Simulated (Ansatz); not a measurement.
Al2CdS4 in space group I-4 (No. 82; Al on 2c, Al on 2b, Cd on 2a, S on 8g), r²SCAN (plane waves, PAW; program Ansatz), all energies at zero smearing, with the estimated change up to a 700 eV cutoff added, with one set of potentials and settings (totals compare only within such a set). Cell of 7 atoms (2 Al, 1 Cd, 4 S): -12980.402 eV.

```tsv
element	reference phase	E (eV/atom)
Al	Fm-3m, 1 atoms in the cell	-540.4083
Cd	P6_3/mmc, 2 atoms in the cell	-8268.1834
S	P2/c, 32 atoms in the cell	-905.8156
```

Formation energy per atom, worked out: (-12980.402 − 2×(-540.4083) − 1×(-8268.1834) − 4×(-905.8156))/7 = -1.163 eV/atom (-112 kJ per mol of atoms), at 0 K, without zero-point energy or fitted corrections.

The workflow started from a Materials Project entry (that database holds measured and hypothetical structures alike); the Crystallography Open Database files this formula in space group No. 82, but the cells were not matched. Whether it is the stable phase at ambient conditions was not checked. Symmetry was held in the r²SCAN relaxation; whether a distortion lowers the energy is not shown. The references are the lowest solids computed at this level, not always the standard phases.

Potentials: the later of the program's two PAW sets.
